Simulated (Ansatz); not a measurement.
## CrTe$_{2}$: do energies and stresses tell the same story?

Theory: DFT PBEsol, scalar-relativistic, plane waves, PAW in Ansatz.

Plane waves to 420 eV, a k mesh through Γ of 12×12×8 on the computed 3-atom cell and Gaussian smearing (0.10 eV); collinear spin from starting moments 2.82 -0.14 -0.14 μB.

Relaxed cell: P-3m1, a = 3.748 Å, b = 3.748 Å, c = 5.986 Å, α = 90.00°, β = 90.00°, γ = 120.00°, 3 atoms in the primitive cell. Whether it is the stable form of this composition wasn't checked.

Energies at zero smearing and pressures from the stress tensor, at volumes with shape and atoms relaxed:
```json
{"V (Å³/atom)": "22.821", "E − E(first) (meV/atom)": "0.00", "P (GPa)": "3.26"}
{"V (Å³/atom)": "23.549", "E − E(first) (meV/atom)": "-10.53", "P (GPa)": "1.44"}
{"V (Å³/atom)": "24.277", "E − E(first) (meV/atom)": "-13.59", "P (GPa)": "0.01"}
{"V (Å³/atom)": "25.006", "E − E(first) (meV/atom)": "-10.81", "P (GPa)": "-1.15"}
{"V (Å³/atom)": "25.734", "E − E(first) (meV/atom)": "-3.68", "P (GPa)": "-1.99"}
```

Check P = −dE/dV between neighbouring volumes, and get the bulk modulus from the pressures alone.

With 1 eV/Å³ = 160.2 GPa:
```tsv
middle V (Å³/atom)	−ΔE/ΔV (GPa)	mean P (GPa)
23.185	2.317	2.349
23.913	0.672	0.723
24.641	-0.610	-0.569
25.370	-1.570	-1.568
```

The two differ by 0.05 GPa at most. The mean of two end pressures misses the average over a step by about ΔV² P″/12, up to 0.04 GPa here; with that taken off 0.03 GPa remains, from the smearing term (the stress is the derivative of the free energy), the finite cutoff, the mesh or the relaxation's tolerance. Around V = 24.277 Å³/atom, the two neighbours give B = −V ΔP/ΔV = 24.277 × 2.58 / 1.457 = 43.1 GPa, against B0 = 42.4 GPa from the Birch–Murnaghan fit of the energies.

Spin-orbit coupling is left out, which matters for the bands of heavy elements. The cell holds one magnetic atom, so it can only be ferromagnetic; an antiferromagnetic order may lie lower.

Only this magnetic start was tried.